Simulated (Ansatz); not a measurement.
Starting cell, MgO (rock salt):

```yaml
crystal:
  lattice:
    - [0.00000, 2.10219, 2.10219]
    - [2.10219, 0.00000, 2.10219]
    - [2.10219, 2.10219, 0.00000]
  atoms:
    - { symbol: O, position: [0.00000, 0.00000, 0.00000] }
    - { symbol: Mg, position: [0.50000, 0.50000, 0.50000] }
```

In each cell atom 1 (O, nearest neighbour Mg at 2.102 Å; its periodic images, 3.0 Å or more away, move with it) moves by s·(0.707, 0.707, 0.000) (along Cartesian [110]), the rest being held.

Method: r2SCAN (plane waves to 500 eV, PAW, scalar-relativistic; Ansatz, a first-principles code). k mesh 11×11×11 (Γ-centred), Fermi-Dirac smearing 0.05 eV. F∥ is the force on the atom along that direction. MgO was relaxed with its symmetry unable to fall. 

| s (Å) | F∥ (eV/Å) |
|---|---|
| -0.420 | 2.879 |
| -0.336 | 2.173 |
| -0.252 | 1.544 |
| -0.168 | 0.985 |
| -0.084 | 0.479 |
| 0.000 | 0.000 |
| 0.084 | -0.479 |
| 0.168 | -0.985 |
| 0.252 | -1.544 |
| 0.336 | -2.173 |
| 0.420 | -2.879 |

### Question
What is the force constant k = d²E/ds² of this move at s = 0?

### Answer
5.64 eV/Å². The forces along the line at the two nearest points give (0.479 − (-0.479)) / (2·0.084) = 5.70 eV/Å²; the next pair corrects for the finite step.

### Question
With two atoms in the cell this is the zone-centre optical mode. What wavenumber follows (transverse: no LO-TO term)?

### Answer
399 cm⁻¹. Reduced mass μ = 9.65 u; ν̃ = 521.5·√(k/μ) with k = 5.64 eV/Å².

(A displaced cell: forces are minus the slopes of the energy, force constants its curvatures, and phonons follow from these.)
